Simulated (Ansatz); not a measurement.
LuPb₂, DFT, PBEsol, all-electron PAW with datasets made for the crystal, scalar-relativistic (Ansatz 0.2.0), run on 1 thread of Arm Neoverse V2 on a shared host.

The cell comes from COD entry 1522501, which wasn't checked; take it as a given geometry. The listed cell was then made from it by scaling, straining or moving an atom.

Command: `ansatz run input.yaml --threads 1 --pin off --max-ram 4096MiB --backend cpu --events-out ev --progress --plain --runs-dir out`

```yaml
crystal:
  lattice:
    - [-1.8152220388, 1.8152220388, 6.4260848732]
    - [1.8152220388, -1.8152220388, 6.4260848732]
    - [1.8152220388, 1.8152220388, -6.4260848732]
  atoms:
    - { symbol: Lu, position: [0.0, 0.0, 0.0] }
    - { symbol: Pb, position: [0.333, 0.333, 0.0] }
    - { symbol: Pb, position: [0.667, 0.667, 0.0] }
kpoints:
  mp_grid: { grid: [12, 12, 12] }
scf:
  occupations: { method: fermi_dirac, width: 0.05 }
hamiltonian:
  xc: pbesol
  pseudopotentials: { kind: all_electron, datasets: crystal }
output:
  forces: true
  stress: true
  eigenvalues: true
  efg: { contact_densities: true }
```

Question: How large is the problem that the program sets up?

Answer: 163 irreducible k-points, 1215 plane waves at Γ, 32 bands.

Question: Estimate the wall time and the peak memory.

Answer: 73 s of wall time for 10 SCF iterations, with a peak of 1.4 GiB. Times on shared machines scatter by tens of per cent.

Question: And the same cell and mesh by frozen-core PAW, asked for forces, stress, eigenvalues, efg, on the same hardware?

Answer: 28 s, peak memory 0.64 GiB.
